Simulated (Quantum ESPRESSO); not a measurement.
## Si2BPC4 (one run as intended and one with a planted mistake)

Computed values, not a measurement. The program is pw.x of Quantum ESPRESSO 7.5 (plane-wave density functional theory). The cell is made up: 8 atoms on a wurtzite lattice, with randomly drawn elements, strain and displacements, not relaxed. PseudoDojo standard norm-conserving files (v0.5 for PBE, v0.4.1 for LDA and PBEsol) set the functional; there is no spin polarisation, spin-orbit coupling or dispersion term, and the masses in the input are unused placeholders.

Intended input:

```
&control calculation='scf', pseudo_dir='./dojo.nc.sr.pbe.v0_5.standard.upf', outdir='./o', disk_io='low', tprnfor=.true., tstress=.true. /
&system ibrav=0, nat=8, ntyp=4, nbnd=22, ecutwfc=82.02448710, nosym=.true., tot_charge=0,
 occupations='smearing', smearing='fd', degauss=0.0018374661
/
&electrons conv_thr=7.350e-09, electron_maxstep=60, /
ATOMIC_SPECIES
B 1.0 B.upf
C 1.0 C.upf
P 1.0 P.upf
Si 1.0 Si.upf
CELL_PARAMETERS angstrom
3.0604 -0.0312 -0.0105
-0.0541 5.2045 0.0304
-0.0172 0.0287 4.8868
ATOMIC_POSITIONS angstrom
Si 0.0337 0.1026 -0.075
Si 1.4473 2.5226 -0.0266
B 1.4236 0.8708 2.5736
P 0.0667 3.3839 2.4506
C -0.0046 -0.0884 1.8145
C 1.5737 2.6752 1.9152
C 1.4236 0.9499 4.2567
C 0.0206 3.3308 4.2704
K_POINTS automatic
6 4 4 1 1 1
```

The log is shortened where brackets say so; the opening notice, blank lines, dates and the lines on written files are dropped, and the path of the files is cut. It prints rydbergs, bohrs and kilobars, and counts compression as positive stress.

Log of the intended run:

```
     Program PWSCF v.7.5
     Parallel version (MPI & OpenMP), running on       4 processor cores
     Number of MPI processes:                 4
     Threads/MPI process:                     1
     [start-up lines left out]
     bravais-lattice index     =            0
     lattice parameter (alat)  =       5.7837  a.u.
     unit-cell volume          =     525.1851 (a.u.)^3
     number of atoms/cell      =            8
     number of atomic types    =            4
     number of electrons       =        32.00
     number of Kohn-Sham states=           22
     kinetic-energy cutoff     =      82.0245  Ry
     charge density cutoff     =     328.0979  Ry
     scf convergence threshold =      7.3E-09
     mixing beta               =       0.7000
     number of iterations used =            8  plain     mixing
     Exchange-correlation= PBE
                           (   1   4   3   4   0   0   0)
     [axes and pseudopotential details left out]
   Cartesian axes
     site n.     atom                  positions (alat units)
         1        Si     tau(   1) = (   0.0110110   0.0335231  -0.0245052  )
         2        Si     tau(   2) = (   0.4728847   0.8242237  -0.0086912  )
         3        B      tau(   3) = (   0.4651410   0.2845215   0.8408872  )
         4        P      tau(   4) = (   0.0217933   1.1056412   0.8006987  )
         5        C      tau(   5) = (  -0.0015030  -0.0288834   0.5928621  )
         6        C      tau(   6) = (   0.5141841   0.8740835   0.6257643  )
         7        C      tau(   7) = (   0.4651410   0.3103663   1.3908162  )
         8        C      tau(   8) = (   0.0067308   1.0882915   1.3952924  )
     number of k points=    48  Fermi-Dirac smearing, width (Ry)=  0.0018
                       cart. coord. in units 2pi/alat
        k(    1) = (   0.0843600   0.0739284   0.0781496), wk =   0.0416667
        k(    2) = (   0.0848879   0.0730193   0.2347305), wk =   0.0416667
     [further k points left out]
     Dense  grid:    52737 G-vectors     FFT dimensions: (  36,  60,  54)
     Estimated max dynamical RAM per process >      87.75 MB
     Estimated total dynamical RAM >     312.36 MB
     Initial potential from superposition of free atoms
     starting charge      31.9982, renormalised to      32.0000
     Starting wfcs are   32 randomized atomic wfcs
     total cpu time spent up to now is        1.4 secs
     per-process dynamical memory:    68.2 Mb
     Self-consistent Calculation
     iteration #  1     ecut=    82.02 Ry     beta= 0.70
     Davidson diagonalization with overlap
     ethr =  1.00E-02,  avg # of iterations =  3.5
     total cpu time spent up to now is        2.6 secs
     total energy              =     -84.15213462 Ry
     estimated scf accuracy    <       1.50360648 Ry
     iteration #  2     ecut=    82.02 Ry     beta= 0.70
     Davidson diagonalization with overlap
     ethr =  4.70E-03,  avg # of iterations =  2.0
     total cpu time spent up to now is        3.7 secs
     total energy              =     -84.59571533 Ry
     estimated scf accuracy    <       0.53175908 Ry
     [iterations 3 to 10 left out]
     iteration # 11     ecut=    82.02 Ry     beta= 0.70
     Davidson diagonalization with overlap
     ethr =  3.46E-10,  avg # of iterations =  1.9
     total cpu time spent up to now is       14.4 secs
     total energy              =     -84.68336216 Ry
     estimated scf accuracy    <       0.00000003 Ry
     iteration # 12     ecut=    82.02 Ry     beta= 0.70
     Davidson diagonalization with overlap
     ethr =  9.92E-11,  avg # of iterations =  2.0
     total cpu time spent up to now is       15.3 secs
     End of self-consistent calculation
     [lines on levels left out]
!    total energy              =     -84.68336216 Ry
     estimated scf accuracy    <          2.9E-09 Ry
     smearing contrib. (-TS)   =      -0.00000000 Ry
     internal energy E=F+TS    =     -84.68336216 Ry
     The total energy is F=E-TS. E is the sum of the following terms:
     one-electron contribution =      20.52689881 Ry
     hartree contribution      =       9.87965689 Ry
     xc contribution           =     -30.28728314 Ry
     ewald contribution        =     -84.80263471 Ry
     convergence has been achieved in  12 iterations
     Forces acting on atoms (cartesian axes, Ry/au):
     atom    1 type  4   force =    -0.11505174   -0.12266578    0.06570280
     atom    2 type  4   force =     0.13198161    0.06334577    0.09106747
     atom    3 type  1   force =     0.00906864   -0.04416703   -0.06496259
     atom    4 type  3   force =    -0.03920089    0.13519378    0.04048306
     atom    5 type  2   force =     0.02237975    0.08368012    0.09046856
     atom    6 type  2   force =    -0.01288556   -0.15497370   -0.05875608
     atom    7 type  2   force =     0.11875103   -0.10876107   -0.10998988
     atom    8 type  2   force =    -0.11504284    0.14834789   -0.05401336
     Total force =     0.457758     Total SCF correction =     0.000022
     Computing stress (Cartesian axis) and pressure
          total   stress  (Ry/bohr**3)                   (kbar)     P=        2.54
   0.00012190   0.00016863  -0.00000520           17.93       24.81       -0.76
   0.00016863   0.00009866  -0.00003943           24.81       14.51       -5.80
  -0.00000520  -0.00003943  -0.00016873           -0.76       -5.80      -24.82
     init_run     :      1.27s CPU      1.30s WALL (       1 calls)
     electrons    :     13.93s CPU     13.99s WALL (       1 calls)
     forces       :      0.22s CPU      0.23s WALL (       1 calls)
     stress       :      0.75s CPU      0.75s WALL (       1 calls)
     [timing details left out]
     PWSCF        :     16.23s CPU     16.35s WALL
     JOB DONE.
```

A second run has one planted mistake: the cell has the wrong charge. The input lines that differ, file-writing options aside:

```
- &system ibrav=0, nat=8, ntyp=4, nbnd=22, ecutwfc=82.02448710, nosym=.true., tot_charge=0,
+ &system ibrav=0, nat=8, ntyp=4, nbnd=23, ecutwfc=82.02448710, nosym=.true., tot_charge=-1,
```

Its log:

```
     Program PWSCF v.7.5
     Parallel version (MPI & OpenMP), running on       4 processor cores
     Number of MPI processes:                 4
     Threads/MPI process:                     1
     [start-up lines left out]
     bravais-lattice index     =            0
     lattice parameter (alat)  =       5.7837  a.u.
     unit-cell volume          =     525.1851 (a.u.)^3
     number of atoms/cell      =            8
     number of atomic types    =            4
     number of electrons       =        33.00
     number of Kohn-Sham states=           23
     kinetic-energy cutoff     =      82.0245  Ry
     charge density cutoff     =     328.0979  Ry
     scf convergence threshold =      7.3E-09
     mixing beta               =       0.7000
     number of iterations used =            8  plain     mixing
     Exchange-correlation= PBE
                           (   1   4   3   4   0   0   0)
     [axes and pseudopotential details left out]
   Cartesian axes
     site n.     atom                  positions (alat units)
         1        Si     tau(   1) = (   0.0110110   0.0335231  -0.0245052  )
         2        Si     tau(   2) = (   0.4728847   0.8242237  -0.0086912  )
         3        B      tau(   3) = (   0.4651410   0.2845215   0.8408872  )
         4        P      tau(   4) = (   0.0217933   1.1056412   0.8006987  )
         5        C      tau(   5) = (  -0.0015030  -0.0288834   0.5928621  )
         6        C      tau(   6) = (   0.5141841   0.8740835   0.6257643  )
         7        C      tau(   7) = (   0.4651410   0.3103663   1.3908162  )
         8        C      tau(   8) = (   0.0067308   1.0882915   1.3952924  )
     number of k points=    48  Fermi-Dirac smearing, width (Ry)=  0.0018
                       cart. coord. in units 2pi/alat
        k(    1) = (   0.0843600   0.0739284   0.0781496), wk =   0.0416667
        k(    2) = (   0.0848879   0.0730193   0.2347305), wk =   0.0416667
     [further k points left out]
     Dense  grid:    52737 G-vectors     FFT dimensions: (  36,  60,  54)
     Estimated max dynamical RAM per process >      89.47 MB
     Estimated total dynamical RAM >     319.24 MB
     Initial potential from superposition of free atoms
     starting charge      31.9982, renormalised to      33.0000
     Starting wfcs are   32 randomized atomic wfcs
     total cpu time spent up to now is        1.4 secs
     per-process dynamical memory:    69.4 Mb
     Self-consistent Calculation
     iteration #  1     ecut=    82.02 Ry     beta= 0.70
     Davidson diagonalization with overlap
     ethr =  1.00E-02,  avg # of iterations =  3.5
     total cpu time spent up to now is        2.8 secs
     total energy              =     -83.36533872 Ry
     estimated scf accuracy    <       1.13926049 Ry
     iteration #  2     ecut=    82.02 Ry     beta= 0.70
     Davidson diagonalization with overlap
     ethr =  3.45E-03,  avg # of iterations =  2.4
     total cpu time spent up to now is        4.0 secs
     total energy              =     -83.68493063 Ry
     estimated scf accuracy    <       0.54390556 Ry
     [iterations 3 to 10 left out]
     iteration # 11     ecut=    82.02 Ry     beta= 0.70
     Davidson diagonalization with overlap
     ethr =  8.29E-10,  avg # of iterations =  2.5
     total cpu time spent up to now is       14.4 secs
     total energy              =     -83.79089319 Ry
     estimated scf accuracy    <       0.00000001 Ry
     iteration # 12     ecut=    82.02 Ry     beta= 0.70
     Davidson diagonalization with overlap
     ethr =  4.34E-11,  avg # of iterations =  4.0
     total cpu time spent up to now is       15.7 secs
     End of self-consistent calculation
     [lines on levels left out]
!    total energy              =     -83.79089320 Ry
     estimated scf accuracy    <          2.0E-09 Ry
     smearing contrib. (-TS)   =      -0.00052042 Ry
     internal energy E=F+TS    =     -83.79037278 Ry
     The total energy is F=E-TS. E is the sum of the following terms:
     one-electron contribution =      22.24385190 Ry
     hartree contribution      =       9.90924438 Ry
     xc contribution           =     -31.14083434 Ry
     ewald contribution        =     -84.80263471 Ry
     convergence has been achieved in  12 iterations
     Forces acting on atoms (cartesian axes, Ry/au):
     atom    1 type  4   force =    -0.11102809   -0.10647225    0.08387177
     atom    2 type  4   force =     0.11722144    0.06602822    0.11395513
     atom    3 type  1   force =     0.00531374   -0.02282280   -0.05919402
     atom    4 type  3   force =    -0.02288660    0.07093760    0.01354030
     atom    5 type  2   force =     0.02754289    0.09341861    0.07197777
     atom    6 type  2   force =    -0.02294585   -0.12914376   -0.04181279
     atom    7 type  2   force =     0.11468182   -0.11653006   -0.11840778
     atom    8 type  2   force =    -0.10789934    0.14458443   -0.06393037
     Total force =     0.427296     Total SCF correction =     0.000029
     Computing stress (Cartesian axis) and pressure
          total   stress  (Ry/bohr**3)                   (kbar)     P=      317.27
   0.00317362   0.00007620   0.00002109          466.85       11.21        3.10
   0.00007620   0.00184987  -0.00008840           11.21      272.12      -13.00
   0.00002109  -0.00008840   0.00144683            3.10      -13.00      212.84
     init_run     :      1.29s CPU      1.31s WALL (       1 calls)
     electrons    :     14.26s CPU     14.32s WALL (       1 calls)
     forces       :      0.24s CPU      0.25s WALL (       1 calls)
     stress       :      0.77s CPU      0.77s WALL (       1 calls)
     [timing details left out]
     PWSCF        :     16.62s CPU     16.73s WALL
     JOB DONE.
```

|  | intended run | run with the mistake |
| --- | --- | --- |
| free energy (eV) | -1152.176 | -1140.033 |
| smearing term -TS (eV) | 0.0000 | -0.0071 |
| pressure (GPa) | 0.25 | 31.73 |
| largest force component (eV/Å) | 3.985 | 3.717 |
| largest change of a force component (eV/Å) |  | 1.652 |
| iterations | 12 | 12 |

For scale, a rerun of the intended cell at 1347 eV and a 8 x 6 x 6 mesh moved values by no more than 0.002 eV in energy, 0.19 GPa in stress and 0.016 eV/Å in force. The charged cell sits in a uniform background, so its energy and stress rest on the program's zero of potential. The number of bands, nbnd, was set by rule from the electron count and the smearing, so it follows the mistake.